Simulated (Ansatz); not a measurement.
All numbers below come from Ansatz, DFT PBE, scalar-relativistic, plane waves, PAW. Settings of the last relaxation (8-atom cell): 420 eV, 6×6×2 k points, Gaussian smearing of 0.02 eV, no spin polarisation.

Formation energies are uncorrected and count from the elements' standard states at the same level.

Question: Find a candidate tetragonal semiconductor that holds Te and 2 more elements, with a gap near 0.6 eV, a formation energy near −0.46 eV/atom and a density near 5.50 g/cm³, in a cell of 8 atoms.

Answer: ZnCd₃Te₄, space group P-4m2 (No. 115). Zn has 4 Te at 2.72 Å; Cd on a site of symmetry 2mm has 4 Te at 2.85–2.86 Å; Cd on a site of symmetry -4m2 has 4 Te at 2.85 Å; around Te on its first site lie 4 Cd at 2.85 Å; 1 more site not described.

```cif
data_structure
_symmetry_space_group_name_H-M 'P 1'
_symmetry_Int_Tables_number 1
_cell_length_a 4.5959
_cell_length_b 4.5959
_cell_length_c 13.0605
_cell_angle_alpha 90.000
_cell_angle_beta 90.000
_cell_angle_gamma 90.000
_cell_volume 275.87
loop_
_atom_site_label
_atom_site_type_symbol
_atom_site_fract_x
_atom_site_fract_y
_atom_site_fract_z
_atom_site_occupancy
Zn1 Zn 0.00000 0.00000 0.00000 1
Cd1 Cd 0.50000 0.50000 0.75896 1
Cd2 Cd 0.00000 0.00000 0.50000 1
Cd3 Cd 0.50000 0.50000 0.24105 1
Te1 Te 0.50000 0.00000 0.62949 1
Te2 Te 0.00000 0.50000 0.37051 1
Te3 Te 0.50000 0.00000 0.11099 1
Te4 Te 0.00000 0.50000 0.88901 1
```

- Volume per atom: 34.48 Å³
- Density: 5.50 g/cm³
- Energy over the elements: −0.456 eV/atom
- Gap on the 6×6×2 mesh of the 8-atom cell: 0.64 eV

The structure comes from a generated guess, relaxed at this level; another structure or a mixture of phases may lie lower. The answer needn't be unique; the calculation gave this one.

Spin–orbit coupling, which can matter for Te, is left out. Kohn–Sham gaps at this level usually fall short of measured ones. The missing spin–orbit coupling can work the other way here. The reference form of Te is held partly by dispersion forces, which this level lacks. Symmetry constrained the relaxation, so the result can be a saddle point.
